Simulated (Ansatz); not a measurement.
A distorted cell of BaTiO3 (cubic perovskite):

```
CELL_PARAMETERS angstrom
      3.99442     0.00000     0.00000
      0.00000     3.99442     0.00000
      0.00000     0.00000     3.99442
ATOMIC_POSITIONS crystal
  Ba 0.00000 0.00000 0.00000
  Ti 0.50000 0.50000 0.50000
  O  0.93992 0.50000 0.50000
  O  0.50000 0.50000 0.00000
  O  0.50000 0.00000 0.50000
```

Computed with r2SCAN (plane waves to 500 eV, PAW, scalar-relativistic; Ansatz, a quantum-chemistry and plane-wave program). k mesh 7×7×7 (Γ-centred), Fermi-Dirac smearing 0.05 eV. The energy includes the smearing's −TS. Compression counts positive. BaTiO3 is run without spin polarisation. BaTiO3 was relaxed with its symmetry unable to fall. The PAW data are Ansatz's earlier set. This is a high-temperature form of BaTiO3.

Predict the force on every atom, in eV/Å.


| atom | Fx | Fy | Fz |
|---|---|---|---|
| Ba1 | -0.298 | 0.000 | 0.000 |
| Ti2 | 0.048 | 0.000 | 0.000 |
| O3 | 2.389 | 0.000 | 0.000 |
| O4 | -1.069 | 0.000 | 0.000 |
| O5 | -1.069 | 0.000 | 0.000 |

Give the stress tensor in GPa and the pressure.


```
   9.30     0.00     0.00
   0.00     2.24     0.00
   0.00     0.00     2.24
```
The pressure, a third of the trace, is 4.59 GPa.

In it atom 3 sits (-0.240, 0.000, 0.000) Å away from its relaxed site. What is its energy relative to the relaxed cell?

215.9 meV/cell.

(For displaced atoms, the force is minus the slope of the energy, and its curvature is a force constant, which sets phonon frequencies.)
